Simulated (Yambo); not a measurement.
Data:

```xyz
9
Lattice="5.4754 0.0000 0.0000 -2.7377 4.7419 0.0000 0.0000 0.0000 4.1885" Properties=species:S:1:pos:R:3 pbc="T T T"
H      2.7377     3.0676     3.2052
H      0.0000     1.6743     0.9832
H      1.4500     0.8371     3.2052
H      1.2878     3.9047     0.9832
H      4.0255     0.8371     3.2052
H     -1.2878     3.9047     0.9832
Mg     0.0000     0.0000     0.0000
Sr     2.7377     1.5806     1.1038
Sr     0.0000     3.1612     3.0847
```

Workflow: LDA (pw.x of Quantum ESPRESSO, ONCV potentials, without SOC), then G0W0 in Yambo (3×3×4 Γ-centred k mesh, bands 5 to 155 and a 7 Ry block in the screening, 155 bands in G with the Bruneval-Gonze terminator, plasmon pole fitted at 27.2 eV).

Give the LDA and G0W0 gaps between the band edges found on this mesh, and say where the edges lie.

Edges: K → Γ. LDA: 2.41 eV; G0W0: 4.28 eV. Nearest settings tried, and what they do to the gap: 100 bands in G: -4 meV; 100 bands in W, 100 bands in G: -18 meV; 3 Ry block (71 vectors against 253): -261 meV; 3×3×2 mesh: -19 meV. So the settings aren't converged at that level. 

Geometry of the Materials Project entry, not relaxed at this level.

The structure is a Materials Project entry; no match was found in the copy of COD used, and its stability was not checked.
